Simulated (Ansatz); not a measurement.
CsPbCl$_{3}$ (cubic perovskite)

```xyz
5
Lattice="5.7357 0.0000 0.0000 0.0000 5.7357 0.0000 0.0000 0.0000 5.7357" Properties=species:S:1:pos:R:3 pbc="T T T"
Cs     0.0000     0.0000     0.0000
Pb     2.8678     2.8678     2.8678
Cl     0.0000     2.8678     2.8678
Cl     2.8678     2.8678     0.0000
Cl     2.8678     0.0000     2.8678
```

E(V) scan at fixed shape, V₀ the volume above. Symmetry pins the atoms to their sites.

Level of theory: PBE (plane waves to 420 eV, PAW, scalar-relativistic; Ansatz, an electronic-structure program). k mesh 6×6×6 (Γ-centred), Fermi-Dirac smearing 0.05 eV. Energies are smeared free energies. Compression counts positive. CsPbCl3 was relaxed with its symmetry unable to fall. Spin-orbit coupling is left out, though Pb is heavy. The PAW data are Ansatz's earlier set. This is a high-temperature form of CsPbCl3. ΔE is measured from the relaxed starting cell.

| V (Å³/atom) | ΔE (meV/atom) |
|---|---|
| 35.474 | 10.4 |
| 35.851 | withheld |
| 36.228 | 4.4 |
| 36.606 | 2.5 |
| 36.983 | 1.1 |
| 37.361 | 0.3 |
| 37.738 | 0.0 |
| 38.115 | 0.3 |
| 38.493 | 1.0 |
| 38.870 | 2.2 |
| 39.247 | 3.8 |
| 39.625 | 5.9 |
| 40.002 | 8.3 |

Problem. Fit a third-order Birch-Murnaghan form (E₀, V₀, B₀, B₀′ free) to the given rows and predict ΔE at V = 35.851.

Solution. Least squares on the 12 given rows: ΔE = E₀ + (9V₀B₀/16)·y²·[2 + (B₀′ − 4)y], y = (V₀/V)^(2/3) − 1, with V₀ = 37.739 Å³/atom, B₀ = 21.78 GPa (160.2 GPa = 1 eV/Å³; the term in eV is multiplied by 1000), B₀′ = 4.58, E₀ = 0.02 meV/atom; root-mean-square residual 0.03 meV/atom. At 35.851 the fit gives 7.1 meV/atom; the calculation gives 7.1 meV/atom, the same to the digits shown. For the pressure the fit gives 1.26 GPa against the computed 1.26 GPa.

(Under strain, the slope of the energy per volume gives the stress and its curvature an elastic modulus.)
